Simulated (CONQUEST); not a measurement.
Consider a self-consistent single point of AlGa3N4 (P1, 8 atoms in the cell; from Materials Project mp-1019508, changed as shown).

```
CELL_PARAMETERS angstrom
      4.47169     0.00000     0.00000
      0.00000     4.47169     0.00000
      0.00000     0.00000     4.47169
ATOMIC_POSITIONS crystal
  Al 0.00087 0.00314 0.00694
  Ga 0.50793 0.49526 0.99909
  Ga 0.98029 0.50040 0.50649
  Ga 0.49943 0.98698 0.49491
  N  0.76278 0.76981 0.24121
  N  0.75130 0.25003 0.75946
  N  0.25111 0.23939 0.23693
  N  0.24629 0.75499 0.75498
```

Method: PBEsol, numerical atomic orbitals double-zeta with polarisation (the shipped basis), PseudoDojo norm-conserving potentials made for PBEsol (CONQUEST 1.3).

CONQUEST settings:

* **basis**: DZP
* **Diag.MPMeshX, Y, Z**: 6 6 6
* **potentials**: PseudoDojo norm-conserving PBEsol
* **Grid.GridCutoff**: 175 Ha
* **DM.SolutionMethod**: diagon
* **Diag.kT**: 0.0001 Ha
* **Diag.GammaCentred**: true
* **minE.SCTolerance**: 1.0e-07
* **SC.MaxIters**: 100
* **SC.LinearMixingFactor**: 0.3
* **AtomMove.TypeOfRun**: static

Estimate, at this level of theory: gap on the k-point mesh, pressure and largest force (vector length).

The run gave:

- Gap on the k-point mesh = 2.32 eV
- Pressure = 3.89 GPa
- Largest force (vector length) = 1.842 eV/Å

The gap is read on the k-point mesh of the run and can differ from the gap over the whole zone at this level.

For comparison: a first run was changed to give this one (atoms moved at random), and from it to this one the free energy rises by 34.2 meV/atom, the pressure goes from 2.80 to 3.89 GPa, the largest force goes from under 0.1 to 1.84 eV/Å and the gap on the mesh goes from 2.426 to 2.316 eV.

The program uses no crystal symmetry, so grid and mesh can part values that symmetry would make equal. The atom-centred basis is finite, which shifts total energies, pressures, gaps and forces against plane waves. Forces above 1 eV/Å remain at this geometry, of which the finite basis can carry a part. The structure comes from a collection of computed structures, made at another level of theory; the collection holds predicted forms beside known ones.

Cost on one core: very roughly 3 core-minutes.
